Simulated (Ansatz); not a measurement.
Data:

InSb:
```cif
data_In4Sb4
_chemical_formula_sum 'In4 Sb4'
_space_group_name_H-M_alt 'P 1'
_space_group_IT_number 1
_cell_length_a 4.62964
_cell_length_b 4.62964
_cell_length_c 15.18618
_cell_angle_alpha 90.000
_cell_angle_beta 90.000
_cell_angle_gamma 120.000
loop_
_space_group_symop_operation_xyz
  'x, y, z'
loop_
_atom_site_label
_atom_site_type_symbol
_atom_site_fract_x
_atom_site_fract_y
_atom_site_fract_z
_atom_site_occupancy
In1 In 0.66667 0.33333 0.99993 1
Sb1 Sb 0.66667 0.33333 0.18767 1
In2 In 0.00000 0.00000 0.25034 1
Sb2 Sb 0.00000 0.00000 0.43705 1
In3 In 0.33333 0.66667 0.49993 1
Sb3 Sb 0.33333 0.66667 0.68767 1
In4 In 0.00000 0.00000 0.75034 1
Sb4 Sb 0.00000 0.00000 0.93705 1
```

This is the r²SCAN-relaxed structure.

Task: All from DFT-r²SCAN in the program Ansatz with PAW potentials, unless another level is named. Predict the electronic character.

Result: no gap, with almost no states at the Fermi level (zero-gap or semimetallic).

Task: And the formation energy from the elements (no fitted shifts)?

Result: -0.24 eV/atom.

Task: Give the HSE06 gap on the r²SCAN cell.

Result: 0.30 eV (a hybrid on a coarse mesh can open a false gap in a semimetal).

Task: Next, the gap with spin–orbit coupling?

Result: none (metallic).

Space group P6_3mc. The start of the workflow was typed in or built on a structure type; neither database checked (COD, Materials Project) lists it. It is not the phase usual at ambient conditions (space group No. 216). The r²SCAN relaxation kept the symmetry of its start; whether a distortion lowers the energy is not shown. The references are the lowest solids computed at this level, not always the standard phases. Scalar-relativistic: spin–orbit coupling is off unless named, which matters more the heavier the elements.

Potentials: the earlier of the program's two PAW sets.
